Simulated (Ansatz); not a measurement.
Given:

BP:
```cif
data_B4P4
_chemical_formula_sum 'B4 P4'
_space_group_name_H-M_alt 'F-43m'
_space_group_IT_number 216
_space_group_name_Hall 'F -4 2 3'
_cell_length_a 4.49071
_cell_length_b 4.49071
_cell_length_c 4.49071
_cell_angle_alpha 90.000
_cell_angle_beta 90.000
_cell_angle_gamma 90.000
loop_
_atom_site_label
_atom_site_type_symbol
_atom_site_symmetry_multiplicity
_atom_site_Wyckoff_symbol
_atom_site_fract_x
_atom_site_fract_y
_atom_site_fract_z
_atom_site_occupancy
B1 B 4 a 0.00000 0.00000 0.00000 1
P1 P 4 c 0.25000 0.25000 0.25000 1
```
(The calculation used a cell of 2 atoms; values per cell refer to that cell.)

This is the LDA-relaxed structure.

Question: All from the program Ansatz at the LDA level (PAW), unless another level is named. Predict the bulk modulus (Birch–Murnaghan fit).

Answer: 176 GPa.

Question: Give the highest zone-centre frequency (without LO–TO term).

Answer: 821 cm^-1.

Symmetry was held in the LDA relaxation.

Potentials: the earlier of the program's two PAW sets. The files were generated under PBE; for other functionals the program regenerates the frozen cores, and for LDA and PBEsol the local potential too.
